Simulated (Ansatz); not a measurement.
## Stationary points along a deformation path in Ta3N

Theory: DFT r2SCAN, scalar-relativistic, plane waves, PAW (Ansatz). Cutoff 500 eV, Γ-centred 24×24×8 k-points, Gaussian smearing of 0.15 eV. Spin–orbit coupling is left out, which can shift energies with elements as heavy as these. No spin polarisation. Energies are free energies at this smearing, counted from the undisturbed cell; pressure is positive in compression.

The undisturbed cell (relaxed at this level; it needn't be the usual structure):

```yaml
crystal:
  lattice:
    - [2.99048, 0.00000, 0.00000]
    - [-1.49524, 2.58983, 0.00000]
    - [0.00000, 0.00000, 7.60304]
  atoms:
    - { symbol: Ta, position: [0.00000, 0.00000, 0.50000] }
    - { symbol: Ta, position: [0.33333, 0.66667, 0.17552] }
    - { symbol: Ta, position: [0.66667, 0.33333, 0.82448] }
    - { symbol: N, position: [0.00000, 0.00000, 0.00000] }
```

At fixed volume and fractional coordinates, lengths along (0.000, 0.000, 1.000) are scaled against those across it; ρ is that ratio over its starting value. V = 14.721 Å³/atom. Δσ is the stress along the axis less the mean stress across it (compression positive).

| ρ | ΔE (meV/atom) | Δσ (GPa) | space group |
| --- | --- | --- | --- |
| 0.850 | 113.7 | 22.01 | P-3m1 |
| 0.920 | 29.2 | 11.72 | P-3m1 |
| 1.000 | 0.0 | 0.02 | P-3m1 |
| 1.100 | 57.1 | -20.81 | P-3m1 |
| 1.200 | 233.5 | -46.18 | P-3m1 |

How does the stress give the slope of the energy, and where is the energy stationary?

Along the path d ln(length) is 2/3 d ln ρ on the axis and −1/3 d ln ρ across it, so dE/d ln ρ = −(2/3) V Δσ: the energy falls with ρ where Δσ is positive. Δσ vanishes or changes sign at ρ = 1.000 (P-3m1), a minimum at 0.0 meV/atom. Pairs of stationary points between two samples would go unseen, and could change a minimum read from distant neighbours into a maximum.

Integrate that slope from ρ = 1 to 1.200 by the trapezoid rule.

With V/N in Å³ and 1 eV/Å³ = 160.2 GPa the slopes at ρ = 1.000, 1.100, 1.200 are -1, 1275, 2829 meV/atom per unit of ln ρ. The steps add 60.7 + 178.5 = 239.2 meV/atom, against 233.5 from the energies; the trapezoid rule misses the curvature of the slope within each step.

Forces appear on the atoms along this scan, and letting them relax would lower the energy and soften the response. In a metal these slopes depend on the k mesh and the smearing.

Cost: 5 runs of about 11 core-minutes in all, on Intel Xeon Processor @ 2.50GHz (Skylake/Cascade Lake) (shared hosts).